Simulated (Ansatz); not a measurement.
A distorted cell of Ge (diamond):

```yaml
crystal:
  lattice:
    - [0.00000, 2.88111, 2.88111]
    - [2.88111, 0.00000, 2.88111]
    - [2.88111, 2.88111, 0.00000]
  atoms:
    - { symbol: Ge, position: [0.50000, 0.50000, 0.50000] }
    - { symbol: Ge, position: [0.77004, 0.77004, 0.77004] }
```

All values below come from PBE (plane waves to 420 eV, PAW, scalar-relativistic; Ansatz, a program for electronic structure). k mesh 11×11×11 (Γ-centred), Fermi-Dirac smearing 0.05 eV. Energies are smeared free energies. Stress and pressure are positive under compression. With partly filled bands, energies and forces of such displacements shift with the k mesh and the smearing. Ge was relaxed with its symmetry unable to fall. The PAW data are Ansatz's earlier set.

**Question.** Predict the force on every atom, in eV/Å.

**Answer.** 
| atom | Fx | Fy | Fz |
|---|---|---|---|
| Ge1 | 0.846 | 0.846 | 0.846 |
| Ge2 | -0.846 | -0.846 | -0.846 |

**Question.** Give the stress tensor in GPa and the pressure.

**Answer.** 
```
    0.9     -2.2     -2.2
   -2.2      0.9     -2.2
   -2.2     -2.2      0.9
```
The pressure, a third of the trace, is 0.9 GPa.

**Question.** In it atom 2 sits (0.115, 0.115, 0.115) Å away from its relaxed site. What is its energy relative to the relaxed cell?

**Answer.** 161 meV/cell.

(For displaced atoms, the force is minus the slope of the energy, and its curvature is a force constant, which sets phonon frequencies.)
